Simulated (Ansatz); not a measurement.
Consider the following.

Sn$_{2}$Ru:
```cif
data_Ru2Sn4
_chemical_formula_sum 'Sn4 Ru2'
_space_group_name_H-M_alt 'P 1'
_space_group_IT_number 1
_cell_length_a 5.35482
_cell_length_b 5.35482
_cell_length_c 5.35482
_cell_angle_alpha 106.871
_cell_angle_beta 106.871
_cell_angle_gamma 114.808
loop_
_space_group_symop_operation_xyz
  'x, y, z'
loop_
_atom_site_label
_atom_site_type_symbol
_atom_site_fract_x
_atom_site_fract_y
_atom_site_fract_z
_atom_site_occupancy
Sn1 Sn 0.66356 0.16356 0.82712 1
Sn2 Sn 0.16356 0.33644 0.50000 1
Sn3 Sn 0.33644 0.83644 0.17288 1
Sn4 Sn 0.83644 0.66356 0.50000 1
Ru1 Ru 0.25000 0.25000 0.00000 1
Ru2 Ru 0.75000 0.75000 0.00000 1
```

This is the r²SCAN-relaxed structure.

All from r²SCAN in the plane-wave PAW code Ansatz, unless another level is named. Estimate the density of states at the Fermi level.

0.58 states/eV per atom (mean over ±0.08 eV).

Next, the formation energy from the elements (no fitted shifts)?

-0.095 eV/atom.

Space group I4/mcm. The workflow started from an entry of the Crystallography Open Database (COD). Whether it is the stable phase at ambient conditions was not checked. Symmetry was held in the r²SCAN relaxation; whether a distortion lowers the energy is not shown. No spin polarisation was allowed. The references are the lowest solids computed at this level, not always the standard phases. Spin–orbit coupling is left out wherever it is not named.

Potentials: the later of the program's two PAW sets.
